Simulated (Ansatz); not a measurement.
Data:

AgPt:
```cif
data_Ag3Pt3
_chemical_formula_sum 'Ag3 Pt3'
_space_group_name_H-M_alt 'R-3m :H'
_space_group_IT_number 166
_space_group_name_Hall '-R 3 2"'
_cell_length_a 2.77119
_cell_length_b 2.77119
_cell_length_c 14.07817
_cell_angle_alpha 90.000
_cell_angle_beta 90.000
_cell_angle_gamma 120.000
loop_
_atom_site_label
_atom_site_type_symbol
_atom_site_symmetry_multiplicity
_atom_site_Wyckoff_symbol
_atom_site_fract_x
_atom_site_fract_y
_atom_site_fract_z
_atom_site_occupancy
Ag1 Ag 3 a 0.00000 0.00000 0.00000 1
Pt1 Pt 3 b 0.00000 0.00000 0.50000 1
```
(The calculation used a cell of 2 atoms; values per cell refer to that cell.)

This is the PBEsol-relaxed structure.

Q: All from PBEsol (plane waves, PAW; program Ansatz), unless another level is named. Estimate the highest zone-centre frequency.

A: 192 cm⁻¹.

Q: Give the bulk modulus (Birch–Murnaghan fit).

A: 197 GPa.

The workflow started from a Materials Project entry (that database holds measured and hypothetical structures alike); the Crystallography Open Database copy checked does not list it. With Ag and Pt taken as one species the cell has the higher symmetry Fm-3m, so it may be an ordered model of a mixed-site phase. Whether it is the stable phase at ambient conditions was not checked. The PBEsol relaxation kept the symmetry of its start; whether a distortion lowers the energy is not shown. The run is not spin-polarised. As this level gives no gap, phonon frequencies hold no LO–TO term and depend on the k-mesh and smearing (Fermi–Dirac, 0.1 eV here). Scalar-relativistic: spin–orbit coupling is off unless named, which matters more the heavier the elements.

Potentials: the later of the program's two PAW sets.
